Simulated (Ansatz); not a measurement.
## KTaO3: deformation potentials from a series

```yaml
crystal:
  lattice:
    - [3.98830, 0.00000, 0.00000]
    - [0.00000, 3.98830, 0.00000]
    - [0.00000, 0.00000, 3.98830]
  atoms:
    - { symbol: K, position: [0.50000, 0.50000, 0.50000] }
    - { symbol: Ta, position: [0.00000, 0.00000, 0.00000] }
    - { symbol: O, position: [0.50000, 0.00000, 0.00000] }
    - { symbol: O, position: [0.00000, 0.50000, 0.00000] }
    - { symbol: O, position: [0.00000, 0.00000, 0.50000] }
```

Atoms are numbered in the order listed.

The cell comes from COD entry 2102087, which wasn't checked; take it as a given geometry.

Spin–orbit coupling is left out, though it moves levels of the heavy atoms by tenths of an eV or more.

Level of theory: Ansatz 0.2.0, DFT, LDA, all-electron LAPW, scalar-relativistic.

Settings: a Γ-centred 5×5×5 k mesh, Fermi–Dirac smearing of 0.01 eV, basis error target 0.5 meV/atom, no spin polarisation.

The cell is scaled evenly. Fractional coordinates are held (clamped ions).

The valence-band top of this crystal doesn't lie at Γ but 0.61 eV above the top filled level there.

Only quantities that a quadratic follows smoothly over the whole series are listed; rougher ones are left out.

| ln(V/Vcell) | direct gap at Γ (eV) | smallest gap on mesh and path (eV) |
| --- | --- | --- |
| -0.0619 | 2.754 | 2.196 |
| -0.0408 | 2.733 | 2.156 |
| -0.0101 | 2.695 | 2.095 |
| 0.0000 | 2.681 | 2.075 |
| 0.0100 | 2.666 | 2.054 |
| 0.0198 | 2.650 | 2.034 |
| 0.0392 | 2.618 | 1.993 |
| 0.0583 | 2.583 | 1.952 |

(1) Fit the series and give the slopes at zero strain.

(2) One run, at ln(V/Vcell) = -0.0202, is withheld. Predict its row.

Results:

(1) Least-squares fits y = p0 + p1 x + p2 x² to the rows give direct gap at Γ (eV): p1 = -1.44, p2 = -4.1; smallest gap on mesh and path (eV): p1 = -2.04, p2 = -1.2. So dEg/dln V = -1.4 eV for the direct gap at Γ, which isn't the fundamental gap here: that one has dEg/dln V = -2.0 eV. Semilocal gaps are too small, but their slopes carry over better.

(2) The fits give 2.708, 2.115; the run gave 2.709, 2.115.
